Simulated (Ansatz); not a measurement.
A geometry of ZrS2 away from equilibrium: the start of the relaxation of a relaxed ZrS2 cell, doubled along one cell vector, shaken by Gaussian noise of σ = 0.08 Å a coordinate. Method: r2SCAN (plane waves to 500 eV, PAW, scalar-relativistic; Ansatz, a quantum-chemistry and plane-wave program). Γ-centred k-mesh 7×4×4 on the run's cell (coarser than for final values), Fermi–Dirac smearing 0.05 eV.

```xyz
6
Lattice="3.6910 0.0000 0.0000 -3.6910 6.3931 0.0000 0.0000 0.0000 6.0973" Properties=species:S:1:pos:R:3:forces:R:3 pbc="T T T" free_energy=-12023.296 pressure_GPa=3.5
Zr    -0.2882     0.0085    -0.0619    1.8543    0.2435    1.9770
Zr    -1.8072     3.2403    -0.1102   -0.1341   -0.4209    2.3011
S     -0.2597     1.9367     1.5306    0.3563    1.1926   -0.7867
S     -1.8012     5.3147     1.4710   -0.6779   -0.5903   -0.2403
S      1.8669     1.1313     4.7351   -1.5750    0.1357   -2.0128
S     -0.0405     4.3127     4.7221    0.1763   -0.5606   -1.2385
```

Positions in Å, forces in eV/Å, free energy of the cell in eV (comparable only within this code, potentials and settings). Largest force: 2.72 eV/Å, on Zr1 (atoms numbered as listed); the geometry lies 0.13 eV/atom above the end of its relaxation.

No spin polarisation in the result. No dispersion correction is included, so spacings between layers, chains or molecules are soft and tend to come out too large.
